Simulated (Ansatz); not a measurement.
AlRu (CsCl type, space group No. 221) at seven volumes, the program Ansatz at the LDA level (PAW), scaled uniformly. One row is withheld.

| V (Å³/atom) | P (GPa) |
|---|---|
| 11.726 | 26.83 |
| 12.113 | 16.41 |
| 12.499 | 7.55 |
| 12.886 | 0.01 |
| 13.272 | -6.42 |
| 13.659 | -11.88 |
| 14.046 | ? |

Q: Fit the shown pressures and predict the withheld one.

A: Third-order Birch–Murnaghan: P = (3/2)B₀(x^(7/2) − x^(5/2))[1 + (3/4)(B′ − 4)(x − 1)] with x = (V₀/V)^(2/3). Least squares on the six rows gives V₀ = 12.886 Å³/atom, B₀ = 231.6 GPa, B′ = 4.34. At V = 14.046, x = 0.9442 and P = -16.56 GPa. The run itself gave -16.52 GPa.

Space group Pm-3m (CsCl type). The cell was relaxed with LDA under the symmetry of its start. The run is not spin-polarised.

Potentials: the earlier of the program's two PAW sets. The files were generated under PBE; for other functionals the program regenerates the frozen cores, and for LDA and PBEsol the local potential too.
